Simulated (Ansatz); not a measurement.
Sr (fcc, Cu type)

```yaml
crystal:
  lattice:
    - [0.00000, 3.04995, 3.04995]
    - [3.04995, 0.00000, 3.04995]
    - [3.04995, 3.04995, 0.00000]
  atoms:
    - { symbol: Sr, position: [0.00000, 0.00000, 0.00000] }
```

The slice is a {100} plane (indices of the conventional cell) through the point (0.000, 0.000, 0.000) (fractional), spanned by u = [100] and v = [0 1 -1] in vectors of this cell: u (4.31 Å) and v (4.31 Å, at 90° to u). It covers one period; positions are fractions (u, v).

Level of theory: r2SCAN (plane waves to 500 eV, PAW, scalar-relativistic; Ansatz, a program for electronic structure). k mesh 13×13×13. Inside the PAW spheres the values are not all-electron values, and peaks at nuclei hang on which shells count as valence. Sr was relaxed with its symmetry unable to fall.

**Question.** What is the valence density on the shortest Sr–Sr line in this plane (4.31 Å), at its midpoint?

**Answer.** 0.04 e/Å³.

**Question.** What is the ELF at the midpoint of the shortest Sr–Sr line in this plane (4.31 Å)?

**Answer.** 0.33.

**Question.** Sketch the electrostatic potential energy of an electron, from the cell's mean on this plane as a map.

**Answer.** 
```
|xxxxxx  :=+***+=:  xxxxx|
|xxxxxx  :=**#**=:  xxxxx|
|xxxxx  .-+*###*+-.  xxxx|
|xxxx   :=**###**=:   xxx|
|xxx   .-+*##%##*+-.   xx|
|     .-+*#%%%%%#*+-.    |
|   .:-+*#%%%%%%%#*+-:.  |
|:::-=+*#%%%@@@%%%#*+=-::|
|===+**#%%@@@@@@@%%#**+==|
|++***#%%%@@@@@@@%%%#***+|
|***###%%@@@@@@@@@%%###**|
|**###%%%@@@@@@@@@%%%###*|
|***###%%@@@@@@@@@%%###**|
|++***#%%%@@@@@@@%%%#***+|
|===+**#%%@@@@@@@%%#**+==|
|:::-=+*#%%%@@@%%%#*+=-::|
|   .:-+*#%%%%%%%#*+-:.  |
|     .-+*#%%%%%#*+-.    |
|xxx   .-+*##%##*+-.   xx|
|xxxx   :=**###**=:   xxx|
|xxxxx  .-+*###*+-.  xxxx|
|xxxxxx  :=**#**=:  xxxxx|
|xxxxxx  :=+***+=:  xxxxx|
|xxxxxx  :=+***+=:  xxxxx|
```
Scale: ten equal steps from -1.00 (start of ' ') to 7.82 (end of '@'), in the order ' .:-=+*#%@'. Values: electrostatic potential energy of an electron, from the cell's mean, in eV. The map has 24 points along u (one character each, u = 0 at the left) and 24 along v (v = 0 in the bottom row). Points within 1 Å of a nucleus are blanked (x), as the pseudised field means little there. Values under -1 eV are set to -1. The zero, the cell's mean, hangs on the PAW cores.
